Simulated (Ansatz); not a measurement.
Fe₁₃Co₃ (P4/mmm): electronic heat capacity from the density of states

The calculation used DFT PBEsol, scalar-relativistic, plane waves, PAW (Ansatz).

Settings: cutoff 420 eV, Γ-centred mesh 6×6×6 on the computed 16-atom cell, Gaussian smearing of 0.10 eV; collinear spin from starting moments 2.48 2.72 2.72 2.72 2.72 2.5 2.72 2.72 2.72 2.48 2.46 2.72 2.46 1.99 1.98 1.94 μB.

Relaxed cell: P4/mmm, a = 5.601 Å, b = 5.601 Å, c = 5.595 Å, α = 90.00°, β = 90.00°, γ = 90.00°, 16 atoms in the primitive cell. Whether it is the stable form of this composition wasn't checked.

The density of states at the Fermi level is 11.603 states/eV in the cell of 16 atoms (1 formula unit; both spins, tetrahedra on a 9×9×9 mesh). The run ends with a moment of 35.84 μB a cell (largest on a site 2.47 μB), and the figure is for this state; a paramagnetic sample can have a quite different one. Another magnetic order, if the compound takes it, can change N(E_F) and the shape of the cell a good deal.

Problem. What Sommerfeld coefficient does this give?

Solution. Per formula unit N(E_F) = 11.603 states/eV. γ = (π²/3) k_B² N(E_F) N_A = 2.357 mJ/(mol K²) per state/eV, so γ = 27.3 mJ/(mol K²), a mole of formula units. This is the bare band result: a measured γ of the same phase and magnetic order is as a rule larger by a factor 1 + λ from phonons and spin fluctuations. N(E_F) at one energy is sensitive to the mesh where the density of states has sharp peaks.

Only parallel moments were tried here.

Only this magnetic start was tried.

Cost: 1 run of about 5.1 core-minutes, on Intel Xeon 6975P-C (Granite Rapids) (shared hosts).